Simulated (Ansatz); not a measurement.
Method: r2SCAN, no spin polarisation; PAW, plane waves to 500 eV, 5×5×5 Γ-centred mesh, fermi-dirac occupations (width 0.1 eV) (Ansatz 0.2.0), atoms fixed.

Computed maps in the lattice plane spanned by b (left to right, 6.15 Å, 19 points from zero) and c (bottom to top, 6.15 Å, 19 points from zero), 60° apart, at height 0.250 along a. The fields are smooth PAW ones with compensation charges, not the true ones near nuclei.

Valence density. Digits on a logarithmic scale: 0 up to 0.03 e/Å³, each further digit a factor of 1.6, 9 from 1.3 e/Å³ up:
```
4455431111245544454
4578753101357876555
4689996310258999654
4589999520258999964
3469999741136999974
2247999852014799985
2124688752102468875
2112355542100135554
2222223321011012232
3455432100122210011
3678764200245542101
4689997421357875311
3699999742358999631
2589989963258999953
2479999974236999974
2247999985224799985
2124789875212468875
3112456664211245654
3322223433222234444
```

ELF. Ten even steps from '0' (0.00) to '9' (0.88):
```
0145300000025410121
0278872000168874112
0388998300279988511
0288689710069867840
0169768840027966871
0038989850004898984
0003899850000479985
0000157630000026762
0010001210000000210
0477510000000000000
3899985000135541000
4999999600268887300
2998479950179989820
0798107981059868970
0299614995018976983
0059988997003898885
0005999997100368874
0000279984000012321
0000002430000000000
```

Problem. The cell is Rb₂NaRhF₆. Which atoms lie within 0.2 Å of this plane, and where (fractions of b and c)?

Solution. Rb at (0.25, 0.25), F at (0.76, 0.24), F at (0.76, 0.76), F at (0.24, 0.76). The whole cell:
```
Rb F Rh Na
1.0
     0.00000    4.34751    4.34751
     4.34751    0.00000    4.34751
     4.34751    4.34751    0.00000
Rb F Rh Na
2 6 1 1
Direct
  0.25000 0.25000 0.25000
  0.75000 0.75000 0.75000
  0.76200 0.23800 0.23800
  0.23800 0.76200 0.23800
  0.23800 0.76200 0.76200
  0.76200 0.23800 0.76200
  0.23800 0.23800 0.76200
  0.76200 0.76200 0.23800
  0.00000 0.00000 0.00000
  0.50000 0.50000 0.50000
```

Origin: a known structure type with other elements, at an estimated volume, so it need not be a known compound.
